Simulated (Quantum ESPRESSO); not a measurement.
Mg2AlO3Cl, finding a planted mistake in a log

A calculation, not a measurement. The program is pw.x of Quantum ESPRESSO 7.5 (plane-wave density functional theory). The cell is made up: 7 atoms on a rocksalt lattice with one site empty, with randomly drawn elements, strain and displacements, not relaxed. PseudoDojo standard norm-conserving files (v0.5 for PBE, v0.4.1 for LDA and PBEsol) set the functional; there is no spin polarisation, spin-orbit coupling or dispersion term, and the masses in the input are unused placeholders.

Intended input:

```
&control calculation='scf', pseudo_dir='./dojo.nc.sr.pbe.v0_5.standard.upf', outdir='./o', disk_io='low', tprnfor=.true., tstress=.true. /
&system ibrav=0, nat=7, ntyp=4, nbnd=30, ecutwfc=84.00895049, nosym=.true., tot_charge=0,
 occupations='smearing', smearing='fd', degauss=0.0018374661
/
&electrons conv_thr=7.350e-09, electron_maxstep=60, /
ATOMIC_SPECIES
Al 1.0 Al.upf
Cl 1.0 Cl.upf
Mg 1.0 Mg.upf
O 1.0 O.upf
CELL_PARAMETERS angstrom
4.2557 0.0 0.0
0.0 4.2557 0.0
0.0 0.0 4.2557
ATOMIC_POSITIONS angstrom
Mg -0.0319 0.0333 -0.0056
Al 2.1335 -0.0404 2.1329
Mg 2.1721 2.0991 0.0015
O 2.1359 -0.0003 0.036
O 2.106 2.1115 2.1456
O 4.2625 -0.0578 2.0901
Cl 4.2625 2.1112 -0.0535
K_POINTS automatic
4 4 4 1 1 1
```

The log is shortened where brackets say so; the opening notice, blank lines, dates and the lines on written files are dropped, and the path of the files is cut. It prints rydbergs, bohrs and kilobars, and counts compression as positive stress. Where no state is partly filled, the Fermi energy that it prints is only some level between the filled and the empty states on the mesh, and need not lie in the true gap.

Log of the intended run:

```
     Program PWSCF v.7.5
     Parallel version (MPI & OpenMP), running on       4 processor cores
     Number of MPI processes:                 4
     Threads/MPI process:                     1
     [start-up lines left out]
     bravais-lattice index     =            0
     lattice parameter (alat)  =       8.0421  a.u.
     unit-cell volume          =     520.1273 (a.u.)^3
     number of atoms/cell      =            7
     number of atomic types    =            4
     number of electrons       =        48.00
     number of Kohn-Sham states=           30
     kinetic-energy cutoff     =      84.0090  Ry
     charge density cutoff     =     336.0358  Ry
     scf convergence threshold =      7.3E-09
     mixing beta               =       0.7000
     number of iterations used =            8  plain     mixing
     Exchange-correlation= PBE
                           (   1   4   3   4   0   0   0)
     [axes and pseudopotential details left out]
   Cartesian axes
     site n.     atom                  positions (alat units)
         1        Mg     tau(   1) = (  -0.0074958   0.0078248  -0.0013159  )
         2        Al     tau(   2) = (   0.5013276  -0.0094932   0.5011866  )
         3        Mg     tau(   3) = (   0.5103978   0.4932444   0.0003525  )
         4        O      tau(   4) = (   0.5018916  -0.0000705   0.0084592  )
         5        O      tau(   5) = (   0.4948657   0.4961581   0.5041709  )
         6        O      tau(   6) = (   1.0015979  -0.0135818   0.4911295  )
         7        Cl     tau(   7) = (   1.0015979   0.4960876  -0.0125714  )
     number of k points=    32  Fermi-Dirac smearing, width (Ry)=  0.0018
                       cart. coord. in units 2pi/alat
        k(    1) = (   0.1250000   0.1250000   0.1250000), wk =   0.0625000
        k(    2) = (   0.1250000   0.1250000   0.3750000), wk =   0.0625000
     [further k points left out]
     Dense  grid:    54339 G-vectors     FFT dimensions: (  48,  48,  48)
     Estimated max dynamical RAM per process >      90.89 MB
     Estimated total dynamical RAM >     323.77 MB
     Initial potential from superposition of free atoms
     starting charge      47.9959, renormalised to      48.0000
     Starting wfcs are   30 randomized atomic wfcs
     total cpu time spent up to now is        1.5 secs
     per-process dynamical memory:    64.8 Mb
     Self-consistent Calculation
     iteration #  1     ecut=    84.01 Ry     beta= 0.70
     Davidson diagonalization with overlap
     ethr =  1.00E-02,  avg # of iterations =  6.0
     total cpu time spent up to now is        3.0 secs
     total energy              =    -374.09466060 Ry
     estimated scf accuracy    <       1.36716927 Ry
     iteration #  2     ecut=    84.01 Ry     beta= 0.70
     Davidson diagonalization with overlap
     ethr =  2.85E-03,  avg # of iterations =  2.9
     total cpu time spent up to now is        4.3 secs
     total energy              =    -374.37884161 Ry
     estimated scf accuracy    <       1.79877912 Ry
     [iterations 3 to 9 left out]
     iteration # 10     ecut=    84.01 Ry     beta= 0.70
     Davidson diagonalization with overlap
     ethr =  6.09E-10,  avg # of iterations =  2.0
     total cpu time spent up to now is       14.7 secs
     total energy              =    -374.72550697 Ry
     estimated scf accuracy    <       0.00000001 Ry
     iteration # 11     ecut=    84.01 Ry     beta= 0.70
     Davidson diagonalization with overlap
     ethr =  2.18E-11,  avg # of iterations =  3.6
     total cpu time spent up to now is       16.0 secs
     End of self-consistent calculation
     [lines on levels left out]
     the Fermi energy is     9.7516 ev
!    total energy              =    -374.72550698 Ry
     estimated scf accuracy    <          2.8E-09 Ry
     smearing contrib. (-TS)   =       0.00000000 Ry
     internal energy E=F+TS    =    -374.72550698 Ry
     The total energy is F=E-TS. E is the sum of the following terms:
     one-electron contribution =    -197.53187192 Ry
     hartree contribution      =     116.04039662 Ry
     xc contribution           =     -68.63417732 Ry
     ewald contribution        =    -224.59985437 Ry
     convergence has been achieved in  11 iterations
     Forces acting on atoms (cartesian axes, Ry/au):
     atom    1 type  3   force =     0.01368720   -0.05634737    0.00542470
     atom    2 type  1   force =    -0.00675256   -0.00440898   -0.01063496
     atom    3 type  3   force =    -0.04527326    0.00678276    0.01100406
     atom    4 type  4   force =    -0.00293318   -0.00730635   -0.00856648
     atom    5 type  4   force =     0.00861829    0.00170653   -0.00463653
     atom    6 type  4   force =    -0.00540253    0.01068617    0.01304036
     atom    7 type  2   force =     0.03805604    0.04888724   -0.00563115
     Total force =     0.101015     Total SCF correction =     0.000023
     Computing stress (Cartesian axis) and pressure
          total   stress  (Ry/bohr**3)                   (kbar)     P=       75.78
   0.00124718   0.00000314  -0.00000717          183.47        0.46       -1.06
   0.00000314   0.00125324  -0.00001156            0.46      184.36       -1.70
  -0.00000717  -0.00001156  -0.00095491           -1.06       -1.70     -140.47
     init_run     :      1.37s CPU      1.41s WALL (       1 calls)
     electrons    :     14.49s CPU     14.54s WALL (       1 calls)
     forces       :      0.22s CPU      0.22s WALL (       1 calls)
     stress       :      0.69s CPU      0.69s WALL (       1 calls)
     [timing details left out]
     PWSCF        :     16.83s CPU     16.95s WALL
     JOB DONE.
```

A second run was made from an input with one planted mistake. Its log:

```
     Program PWSCF v.7.5
     Parallel version (MPI & OpenMP), running on       4 processor cores
     Number of MPI processes:                 4
     Threads/MPI process:                     1
     [start-up lines left out]
     bravais-lattice index     =            0
     lattice parameter (alat)  =       7.9488  a.u.
     unit-cell volume          =     502.2239 (a.u.)^3
     number of atoms/cell      =            7
     number of atomic types    =            4
     number of electrons       =        48.00
     number of Kohn-Sham states=           30
     kinetic-energy cutoff     =      84.0090  Ry
     charge density cutoff     =     336.0358  Ry
     scf convergence threshold =      7.3E-09
     mixing beta               =       0.7000
     number of iterations used =            8  plain     mixing
     Exchange-correlation= PBE
                           (   1   4   3   4   0   0   0)
     [axes and pseudopotential details left out]
   Cartesian axes
     site n.     atom                  positions (alat units)
         1        Mg     tau(   1) = (  -0.0074888   0.0078216  -0.0013076  )
         2        Al     tau(   2) = (   0.5013432  -0.0094858   0.5012006  )
         3        Mg     tau(   3) = (   0.5104011   0.4932601   0.0003566  )
         4        O      tau(   4) = (   0.5018900  -0.0000713   0.0084635  )
         5        O      tau(   5) = (   0.4948767   0.4961605   0.5041723  )
         6        O      tau(   6) = (   1.0016166  -0.0135749   0.4911442  )
         7        Cl     tau(   7) = (   1.0016166   0.4960892  -0.0125764  )
     number of k points=    32  Fermi-Dirac smearing, width (Ry)=  0.0018
                       cart. coord. in units 2pi/alat
        k(    1) = (   0.1250000   0.1250000   0.1250000), wk =   0.0625000
        k(    2) = (   0.1250000   0.1250000   0.3750000), wk =   0.0625000
     [further k points left out]
     Dense  grid:    52179 G-vectors     FFT dimensions: (  48,  48,  48)
     Estimated max dynamical RAM per process >      88.09 MB
     Estimated total dynamical RAM >     314.13 MB
     Initial potential from superposition of free atoms
     starting charge      47.9959, renormalised to      48.0000
     Starting wfcs are   30 randomized atomic wfcs
     total cpu time spent up to now is        1.5 secs
     per-process dynamical memory:    63.2 Mb
     Self-consistent Calculation
     iteration #  1     ecut=    84.01 Ry     beta= 0.70
     Davidson diagonalization with overlap
     ethr =  1.00E-02,  avg # of iterations =  5.8
     total cpu time spent up to now is        3.0 secs
     total energy              =    -374.10114974 Ry
     estimated scf accuracy    <       1.34058321 Ry
     iteration #  2     ecut=    84.01 Ry     beta= 0.70
     Davidson diagonalization with overlap
     ethr =  2.79E-03,  avg # of iterations =  3.0
     total cpu time spent up to now is        4.3 secs
     total energy              =    -374.39737880 Ry
     estimated scf accuracy    <       1.63218021 Ry
     [iterations 3 to 9 left out]
     iteration # 10     ecut=    84.01 Ry     beta= 0.70
     Davidson diagonalization with overlap
     ethr =  4.53E-10,  avg # of iterations =  2.0
     total cpu time spent up to now is       14.6 secs
     total energy              =    -374.71276625 Ry
     estimated scf accuracy    <          7.4E-09 Ry
     iteration # 11     ecut=    84.01 Ry     beta= 0.70
     Davidson diagonalization with overlap
     ethr =  1.55E-11,  avg # of iterations =  3.5
     total cpu time spent up to now is       15.9 secs
     End of self-consistent calculation
     [lines on levels left out]
     the Fermi energy is    10.3935 ev
!    total energy              =    -374.71276626 Ry
     estimated scf accuracy    <          2.2E-09 Ry
     smearing contrib. (-TS)   =       0.00000000 Ry
     internal energy E=F+TS    =    -374.71276626 Ry
     The total energy is F=E-TS. E is the sum of the following terms:
     one-electron contribution =    -193.57109424 Ry
     hartree contribution      =     114.86509920 Ry
     xc contribution           =     -68.76881800 Ry
     ewald contribution        =    -227.23795322 Ry
     convergence has been achieved in  11 iterations
     Forces acting on atoms (cartesian axes, Ry/au):
     atom    1 type  3   force =     0.01513286   -0.06112800    0.00494772
     atom    2 type  1   force =    -0.00705705   -0.00374887   -0.01002175
     atom    3 type  3   force =    -0.04895333    0.00774081    0.01225928
     atom    4 type  4   force =    -0.00429210   -0.00844892   -0.00974657
     atom    5 type  4   force =     0.00883305    0.00082472   -0.00546833
     atom    6 type  4   force =    -0.00558362    0.01100207    0.01440373
     atom    7 type  2   force =     0.04192020    0.05375819   -0.00637408
     Total force =     0.110009     Total SCF correction =     0.000025
     Computing stress (Cartesian axis) and pressure
          total   stress  (Ry/bohr**3)                   (kbar)     P=      134.64
   0.00171434   0.00000403  -0.00000825          252.19        0.59       -1.21
   0.00000403   0.00172102  -0.00001364            0.59      253.17       -2.01
  -0.00000825  -0.00001364  -0.00068957           -1.21       -2.01     -101.44
     init_run     :      1.38s CPU      1.41s WALL (       1 calls)
     electrons    :     14.39s CPU     14.46s WALL (       1 calls)
     forces       :      0.21s CPU      0.22s WALL (       1 calls)
     stress       :      0.68s CPU      0.68s WALL (       1 calls)
     [timing details left out]
     PWSCF        :     16.72s CPU     16.85s WALL
     JOB DONE.
```

Question: what was wrong in the second input?

Answer: the cell and the positions are scaled by a wrong factor. The input lines that differ, file-writing options aside:

```
- 4.2557 0.0 0.0
+ 4.2063 0.0 0.0
- 0.0 4.2557 0.0
+ 0.0 4.2063 0.0
- 0.0 0.0 4.2557
+ 0.0 0.0 4.2063
- Mg -0.0319 0.0333 -0.0056
+ Mg -0.0315 0.0329 -0.0055
- Al 2.1335 -0.0404 2.1329
+ Al 2.1088 -0.0399 2.1082
- Mg 2.1721 2.0991 0.0015
+ Mg 2.1469 2.0748 0.0015
- O 2.1359 -0.0003 0.036
+ O 2.1111 -0.0003 0.0356
- O 2.106 2.1115 2.1456
+ O 2.0816 2.087 2.1207
- O 4.2625 -0.0578 2.0901
+ O 4.2131 -0.0571 2.0659
- Cl 4.2625 2.1112 -0.0535
+ Cl 4.2131 2.0867 -0.0529
```

```
                                            intended run  run with the mistake
                          free energy (eV)     -5098.400             -5098.227
                    smearing term -TS (eV)        0.0000                0.0000
                            pressure (GPa)          7.58                 13.46
            largest force component (eV/Å)         1.449                 1.572
largest change of a force component (eV/Å)                               0.125
                                iterations            11                    11
```

For scale, a rerun of the intended cell at 1437 eV and a 6 x 6 x 6 mesh moved values by no more than 0.002 eV in energy, 0.04 GPa in stress and 0.004 eV/Å in force.